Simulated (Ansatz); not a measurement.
TiGeS3:
```cif
data_Ge4S12Ti4
_chemical_formula_sum 'Ti4 Ge4 S12'
_space_group_name_H-M_alt 'P 1'
_space_group_IT_number 1
_cell_length_a 8.74299
_cell_length_b 3.40695
_cell_length_c 12.61690
_cell_angle_alpha 90.000
_cell_angle_beta 90.000
_cell_angle_gamma 90.000
loop_
_space_group_symop_operation_xyz
  'x, y, z'
loop_
_atom_site_label
_atom_site_type_symbol
_atom_site_fract_x
_atom_site_fract_y
_atom_site_fract_z
_atom_site_occupancy
Ti1 Ti 0.84397 0.75000 0.45837 1
Ti2 Ti 0.15603 0.25000 0.54163 1
Ti3 Ti 0.65603 0.25000 0.95837 1
Ti4 Ti 0.34397 0.75000 0.04163 1
Ge1 Ge 0.55890 0.25000 0.34090 1
Ge2 Ge 0.44110 0.75000 0.65910 1
Ge3 Ge 0.94110 0.75000 0.84090 1
Ge4 Ge 0.05890 0.25000 0.15910 1
S1 S 0.00814 0.25000 0.38559 1
S2 S 0.99186 0.75000 0.61441 1
S3 S 0.49186 0.75000 0.88559 1
S4 S 0.50814 0.25000 0.11441 1
S5 S 0.72849 0.75000 0.28518 1
S6 S 0.27151 0.25000 0.71482 1
S7 S 0.77151 0.25000 0.78518 1
S8 S 0.22849 0.75000 0.21482 1
S9 S 0.67232 0.25000 0.51914 1
S10 S 0.32768 0.75000 0.48086 1
S11 S 0.82768 0.75000 0.01914 1
S12 S 0.17232 0.25000 0.98086 1
```

Relaxed with LDA.

Which orbitals make up the states near the band edges in DFT-LDA in the program Ansatz with PAW potentials?

Top 1 eV of the valence band: S 3p 62 %, Ti 3d 15 %, Ge 4s 11 %, Ge 4p 8 %. Bottom 1 eV of the conduction band: Ti 3d 72 %, S 3p 17 %. Projections are on Löwdin-orthogonalised atomic valence shells; empty p or d shells of many metals are not among them.

Tabulate the density of states.

States/eV per cell of 20 atoms, in 0.25 eV bins, energy from the valence-band maximum.

| E (eV) | total | S 3p | Ti 3d | Ge 4p |
|---|---|---|---|---|
| -7.87 | 6.60 | 2.03 | 0.16 | 0.16 |
| -7.62 | 4.14 | 1.24 | 0.10 | 0.08 |
| -7.37 | 6.34 | 1.97 | 0.17 | 0.11 |
| -7.12 | 1.47 | 0.44 | 0.03 | 0.02 |
| -6.87 | 0.00 | 0.00 | 0.00 | 0.00 |
| -6.62 | 0.00 | 0.00 | 0.00 | 0.00 |
| -6.37 | 0.00 | 0.00 | 0.00 | 0.00 |
| -6.12 | 0.00 | 0.00 | 0.00 | 0.00 |
| -5.87 | 0.00 | 0.00 | 0.00 | 0.00 |
| -5.62 | 2.26 | 1.50 | 0.20 | 0.38 |
| -5.37 | 14.25 | 9.60 | 1.31 | 2.20 |
| -5.12 | 18.67 | 12.75 | 1.80 | 2.49 |
| -4.87 | 10.04 | 7.06 | 0.93 | 1.24 |
| -4.62 | 12.02 | 8.43 | 1.25 | 1.22 |
| -4.37 | 10.93 | 7.67 | 1.26 | 1.13 |
| -4.12 | 12.96 | 9.08 | 1.71 | 1.18 |
| -3.87 | 13.19 | 9.21 | 1.78 | 1.25 |
| -3.62 | 13.39 | 9.19 | 2.04 | 1.19 |
| -3.37 | 16.10 | 10.73 | 3.05 | 1.17 |
| -3.12 | 21.61 | 14.32 | 4.58 | 1.48 |
| -2.87 | 22.22 | 15.71 | 4.12 | 1.24 |
| -2.62 | 19.75 | 14.25 | 3.09 | 1.19 |
| -2.37 | 16.15 | 11.87 | 2.22 | 0.95 |
| -2.12 | 14.41 | 10.89 | 1.64 | 0.83 |
| -1.87 | 16.11 | 12.16 | 1.86 | 0.95 |
| -1.62 | 10.61 | 7.58 | 1.35 | 0.74 |
| -1.37 | 11.54 | 7.92 | 1.45 | 0.92 |
| -1.12 | 11.94 | 7.70 | 1.56 | 1.09 |
| -0.87 | 9.48 | 5.83 | 1.43 | 0.85 |
| -0.62 | 5.70 | 3.65 | 0.87 | 0.43 |
| -0.37 | 2.96 | 1.80 | 0.52 | 0.21 |
| -0.12 | 1.69 | 1.05 | 0.25 | 0.12 |
| 0.13 | 0.84 | 0.17 | 0.58 | 0.02 |
| 0.38 | 9.38 | 1.60 | 6.78 | 0.38 |
| 0.63 | 12.60 | 2.17 | 9.07 | 0.64 |
| 0.88 | 15.08 | 2.64 | 10.88 | 0.84 |
| 1.13 | 14.51 | 2.36 | 10.81 | 0.70 |
| 1.38 | 20.70 | 2.82 | 16.32 | 0.83 |
| 1.63 | 18.71 | 2.60 | 14.54 | 0.78 |
| 1.88 | 4.18 | 0.76 | 2.93 | 0.29 |
| 2.13 | 0.68 | 0.16 | 0.11 | 0.30 |
| 2.38 | 6.93 | 1.66 | 2.10 | 2.08 |
| 2.63 | 15.16 | 3.83 | 5.92 | 3.17 |
| 2.88 | 15.20 | 4.09 | 5.81 | 3.04 |
| 3.13 | 18.95 | 5.63 | 6.71 | 3.88 |
| 3.38 | 13.32 | 4.05 | 4.29 | 2.99 |
| 3.63 | 15.62 | 4.96 | 4.34 | 4.10 |
| 3.88 | 15.56 | 4.75 | 3.21 | 5.10 |
| 4.13 | 11.32 | 3.36 | 1.71 | 4.43 |
| 4.38 | 10.10 | 2.84 | 1.03 | 4.56 |
| 4.63 | 12.00 | 3.32 | 1.32 | 5.45 |
| 4.88 | 9.83 | 2.59 | 0.92 | 4.65 |

Space group Pnma. The first step of the workflow began from a Materials Project structure, measured or hypothetical; the Crystallography Open Database files this formula in space group No. 62, but the cells were not matched. Whether it is the stable phase at ambient conditions was not checked. Symmetry was held in the LDA relaxation; whether a distortion lowers the energy is not shown. No spin polarisation was allowed. A crystal of weakly bound chains computed without a dispersion correction: the cell and the soft elastic constants depend strongly on that. Spin–orbit coupling is left out wherever it is not named.

Potentials: the later of the program's two PAW sets.
